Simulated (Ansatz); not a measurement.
SiSnGeC:
```yaml
crystal:
  lattice:
    - [1.86768, 1.07831, 6.12706]
    - [-1.86768, 1.07831, 6.12706]
    - [0.00000, -2.15662, 6.12706]
  atoms:
    - { symbol: C, position: [0.00876, 0.00876, 0.00876] }
    - { symbol: Si, position: [0.11151, 0.11151, 0.11151] }
    - { symbol: Ge, position: [0.49337, 0.49337, 0.49337] }
    - { symbol: Sn, position: [0.63635, 0.63635, 0.63635] }
```

Relaxed with r²SCAN.

Map the electron localisation function on the plane through (0.009, 0.009, 0.009) spanned by u = [1, 0, 0] and v = [-1, 1, 1] in lattice vectors, from plane-wave PAW r²SCAN (Ansatz code).

x is the fraction of u, y of v (the angle between them is 55°; rows are the nearest grid lines); atoms in the plane: C at (0.00, 0.00), Si at (0.21, 0.10), Ge at (0.97, 0.48), Sn at (0.26, 0.63).
```
y \ x   0.000  0.0938  0.188  0.281  0.375  0.469  0.531  0.625  0.719  0.812  0.906   1.00
------  -----  ------  -----  -----  -----  -----  -----  -----  -----  -----  -----  -----
1.00    0.005   0.858  0.791  0.274  0.635  0.393  0.137  0.029  0.039  0.454  0.750  0.005
0.919   0.784   0.729  0.705  0.384  0.435  0.352  0.162  0.037  0.014  0.060  0.574  0.784
0.838   0.542   0.727  0.636  0.267  0.089  0.095  0.064  0.030  0.018  0.017  0.101  0.542
0.757   0.269   0.254  0.209  0.263  0.126  0.024  0.028  0.051  0.093  0.137  0.193  0.269
0.703   0.460   0.249  0.027  0.150  0.249  0.048  0.029  0.109  0.282  0.356  0.450  0.460
0.622   0.674   0.398  0.026  0.000  0.207  0.204  0.056  0.124  0.483  0.452  0.431  0.674
0.541   0.234   0.736  0.335  0.078  0.140  0.232  0.147  0.043  0.373  0.438  0.139  0.234
0.459   0.323   0.376  0.722  0.350  0.295  0.233  0.171  0.033  0.080  0.389  0.232  0.323
0.378   0.395   0.416  0.525  0.406  0.227  0.152  0.094  0.030  0.014  0.122  0.437  0.395
0.297   0.803   0.873  0.743  0.271  0.050  0.028  0.027  0.028  0.028  0.030  0.243  0.803
0.243   0.607   0.917  0.850  0.370  0.047  0.016  0.020  0.043  0.099  0.127  0.151  0.607
0.162   0.641   0.325  0.378  0.364  0.195  0.036  0.023  0.053  0.268  0.561  0.567  0.641
0.0811  0.797   0.891  0.357  0.301  0.522  0.168  0.051  0.031  0.186  0.708  0.668  0.797
0.000   0.005   0.858  0.791  0.274  0.635  0.393  0.137  0.029  0.039  0.454  0.750  0.005
```

The density is the valence pseudo-density with augmentation charge, so density and ELF within about 1 Å of a nucleus are not all-electron values.

Space group R3m. The start of the workflow was typed in or built on a structure type; neither database checked (COD, Materials Project) lists it. Whether it is the stable phase at ambient conditions was not checked. The cell was relaxed with r²SCAN under the symmetry of its start; whether a distortion lowers the energy is not shown. The volume moved by 22 % from the start of the relaxation. Its formation energy is positive at this level, so the cell may be metastable or incomplete. Spin–orbit coupling is left out wherever it is not named.

Potentials: the earlier of the program's two PAW sets.
